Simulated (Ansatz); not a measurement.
Ansatz (a first-principles code) input:

Ansatz 0.2 input:
```yaml
crystal:
  lattice:
    - [-2.1422113876, 2.1422113876, 3.8805762292]
    - [2.1422113876, -2.1422113876, 3.8805762292]
    - [2.1422113876, 2.1422113876, -3.8805762292]
  atoms:
    - { symbol: Os, position: [0.5, 0.5, 0.0] }
    - { symbol: O, position: [0.1453915139, 0.6042620977, 0.0] }
    - { symbol: O, position: [0.8546084861, 0.8546084861, 0.4588705838] }
    - { symbol: O, position: [0.6042620977, 0.1453915139, 0.0] }
    - { symbol: O, position: [0.3957379023, 0.3957379023, 0.5411294162] }
kpoints:
  mp_grid: { grid: [8, 8, 8] }
basis: { xc_grid: 2 }
hamiltonian:
  xc: lda
  pseudopotentials: { kind: paw }
scf:
  occupations: { method: fixed }
output:
  optics: { e_range: [0.0, 15.0], de: 0.05, sigma: 0.1, bands: { spectra_wanted_up_to: 12 eV } }
```

Output (shortened):

```
output.optics: the spectra are integrated over the Brillouin zone by k·p interpolation around the k-points, where levels, occupations, output.optics.sigma and …
Pseudopotential: Os, paw, valence charge 16
Pseudopotential: O, paw, valence charge 6
Functional definition: SPW92
Crystal: 5 atoms, lattice volume = 71.233 Å³
Basis set: ecut = 420 eV, 1389 PW (Γ), exchange–correlation on 72×72×72 points (8 copies of the dense FFT grid, shifted against one another)
Bands: 25, of which v1, the nominal top of the filled ones, is band 20 counted from 1 (19 counted from 0)
Symmetry: 8 space group operations
Space group: I-42m (ITA 121), of the structure as read, at distance tolerance 4.1e-5 Å
k-points: 59 of 512 (time reversal used)
SCF iter   1: F=—  HF=-13333.571452 eV  |F-HF|=—  |Δ(HF+E_count)|=         —  Δρ=9.80e-3  dr2=5.35e-2  ethr=1.77e-3  ⟨swp⟩=4.6  Hψ=5979  notcnv=0  defer=177
preconditioner: auto → none
SCF iter   2: F=—  HF=-13333.558214 eV  |F-HF|=—  |Δ(HF+E_count)|=   1.32e-2  Δρ=4.51e-3  dr2=1.39e-2  ethr=1.34e-4  ⟨swp⟩=2.1  Hψ=2837  notcnv=0  defer=177
SCF iter   3: F=—  HF=-13333.558632 eV  |F-HF|=—  |Δ(HF+E_count)|=   4.18e-4  Δρ=4.10e-3  dr2=1.59e-2  ethr=3.48e-5  ⟨swp⟩=2.0  Hψ=2478  notcnv=0  defer=177
SCF iter   4: F=—  HF=-13333.556113 eV  |F-HF|=—  |Δ(HF+E_count)|=   2.52e-3  Δρ=1.05e-3  dr2=5.50e-4  ethr=3.48e-5  ⟨swp⟩=2.0  Hψ=2182  notcnv=0  defer=177
SCF iter   5: F=—  HF=-13333.556145 eV  |F-HF|=—  |Δ(HF+E_count)|=   3.11e-5  Δρ=1.50e-4  dr2=1.10e-5  ethr=1.37e-6  ⟨swp⟩=2.2  Hψ=1643  notcnv=0  defer=59
SCF iter   6: F=—  HF=-13333.556138 eV  |F-HF|=—  |Δ(HF+E_count)|=   6.04e-6  Δρ=1.16e-5  dr2=5.33e-8  ethr=2.75e-8  ⟨swp⟩=2.5  Hψ=2211  notcnv=0  defer=59
SCF iter   7: F=—  HF=-13333.556142 eV  |F-HF|=—  |Δ(HF+E_count)|=   3.75e-6  Δρ=1.62e-6  dr2=1.22e-9  ethr=1.33e-10  ⟨swp⟩=2.5  Hψ=2441  notcnv=0  defer=61
SCF iter   8: F=—  HF=-13333.556142 eV  |F-HF|=—  |Δ(HF+E_count)|=  3.64e-11  Δρ=2.42e-7  dr2=1.58e-11  ethr=3.06e-12  ⟨swp⟩=2.0  Hψ=2190  notcnv=0  defer=61
SCF iter   9: F=-13333.556142 eV  HF=-13333.556142 eV  |F-HF|=5.46e-12  |Δ(HF+E_count)|=    0.00e0  Δρ=3.37e-8  dr2=3.82e-13  ethr=1.00e-12  ⟨swp⟩=7.1  Hψ=3813  notcnv=0
SCF 1 converged in 9 iterations: F = -13333.556142 eV  dr2 = 3.82e-13
NSCF: frozen V_eff on 59 k-points
Optics k sum: 0 of 59 k-points
Optics k sum: 3 of 59 k-points
Optics k sum: 6 of 59 k-points
Optics k sum: 9 of 59 k-points
Optics k sum: 12 of 59 k-points
Optics k sum: 15 of 59 k-points
Optics k sum: 18 of 59 k-points
Optics k sum: 21 of 59 k-points
Optics k sum: 24 of 59 k-points
Optics k sum: 27 of 59 k-points
Optics k sum: 30 of 59 k-points
Optics k sum: 33 of 59 k-points
Optics k sum: 36 of 59 k-points
Optics k sum: 39 of 59 k-points
Optics k sum: 42 of 59 k-points
Optics k sum: 45 of 59 k-points
Optics k sum: 48 of 59 k-points
Optics k sum: 51 of 59 k-points
Optics k sum: 54 of 59 k-points
Optics k sum: 57 of 59 k-points
Optics k sum: 59 of 59 k-points
Optics k sum: 0 of 59 k-points
Optics k sum: 3 of 59 k-points
Optics k sum: 6 of 59 k-points
Optics k sum: 9 of 59 k-points
Optics k sum: 12 of 59 k-points
Optics k sum: 15 of 59 k-points
Optics k sum: 18 of 59 k-points
Optics k sum: 21 of 59 k-points
Optics k sum: 24 of 59 k-points
Optics k sum: 27 of 59 k-points
Optics k sum: 30 of 59 k-points
Optics k sum: 33 of 59 k-points
Optics k sum: 36 of 59 k-points
Optics k sum: 39 of 59 k-points
Optics k sum: 42 of 59 k-points
Optics k sum: 45 of 59 k-points
Optics k sum: 48 of 59 k-points
Optics k sum: 51 of 59 k-points
Optics k sum: 54 of 59 k-points
Optics k sum: 57 of 59 k-points
Optics k sum: 59 of 59 k-points
NSCF: frozen V_eff on 1 k-points
NSCF: frozen V_eff on 1 k-points
output.optics: what the bands over the 37 summed would add to eps1, eps2 and the energy-loss function is held between a lower and an upper bound (12 Lanczos …
SCF converged after 9 iterations
Free energy (F): -13333.556142 eV
Harris-Foulkes:  -13333.556142 eV  (|F-HF|=5.46e-12)
Internal energy: -13333.556142 eV  (E = F + TS)
E sigma→0 (E₀):  -13333.556142 eV
Fermi energy:    3.139050 eV
--- Per-component energies (eV) ---
  E_band       = -526.192409
  E_kinetic    = 1235.553358
  E_local      = -3712.686335  (includes V_loc(G=0)·N_el)
  E_nonlocal   = 209.139518
  E_hartree    = 1372.270274
  E_xc         = -544.577262
  E_vxc        = -643.040321  (∫ρ·V_xc dr)
  E_paw        = -9333.637402  (= ΣΔE_a)
  E_vpaw       = -359.708883  (= ΣTr[D̂ρ^β])
  E_aug_tail   = 0.009709  (compensation charges beyond the density's cutoff)
  E_ewald      = -2560.378422
  E_core_change = 0.750420  (= ΣΔE_core)
  E_smearing   =  0.000000  (= −TS)
  E_closure    =  0.000000  (closes the sum)
  Σ components = -13333.556142   (vs F -13333.556142, Δ=0.00e0)
  [band-id]    e_kinetic+e_local+e_nonlocal+2·e_hartree+e_vxc+e_vpaw+e_augmentation_tail = -526.192408   (vs E_band -526.192409, Δ=8.53e-7)
--- Band table (eV; the first three rows and the last of 59) ---
  k-point 0: bands = ["-84.3513", "-43.8628", "-43.8628", "-43.8466", "-14.1839", "-13.0489", "-13.0489", "-12.9705", "-2.0863", "-2.0411", "-1.0697", "-1.0407", "-1.0407", "0.3786", "1.7722", "1.9466", "2.2354", "2.2354", "2.5353", "2.5353", "6.5026", …
  k-point 1: bands = ["-84.3513", "-43.8630", "-43.8630", "-43.8466", "-14.1103", "-13.0776", "-13.0748", "-12.9777", "-2.0192", "-1.9714", "-1.2911", "-1.0933", "-1.0362", "0.4059", "1.5771", "1.7450", "2.3106", "2.3999", "2.5697", "2.6098", "6.6239", …
  k-point 2: bands = ["-84.3513", "-43.8637", "-43.8636", "-43.8466", "-13.9159", "-13.1413", "-13.1362", "-13.0145", "-1.8758", "-1.8365", "-1.6256", "-1.1936", "-1.0415", "0.2691", "1.2109", "1.5817", "2.1621", "2.6525", "2.6987", "2.8469", "6.8304", …
  k-point 58: bands = ["-84.3513", "-43.8629", "-43.8629", "-43.8472", "-13.7306", "-13.3422", "-13.0204", "-13.0204", "-2.4417", "-2.4062", "-1.9663", "-1.5308", "-1.5308", "0.4793", "2.6161", "2.6161", "2.7482", "2.7518", "2.9085", "2.9085", "6.2501", …
```

Cost: roughly 2.0 core-minutes on shared cores.

The first step of the workflow began from a Materials Project structure, measured or hypothetical; the Crystallography Open Database copy checked does not list it. COD files the formula under space group No. 5, so this cell is another polymorph or a model. Whether it is the stable phase at ambient conditions was not checked. Symmetry was held in the LDA relaxation; whether a distortion lowers the energy is not shown. No spin polarisation was allowed. A crystal of weakly bound molecules computed without a dispersion correction: the cell and the soft elastic constants depend strongly on that. Spin–orbit coupling is left out wherever it is not named.

Potentials: the later of the program's two PAW sets.

Ansatz is a plane-wave DFT program.
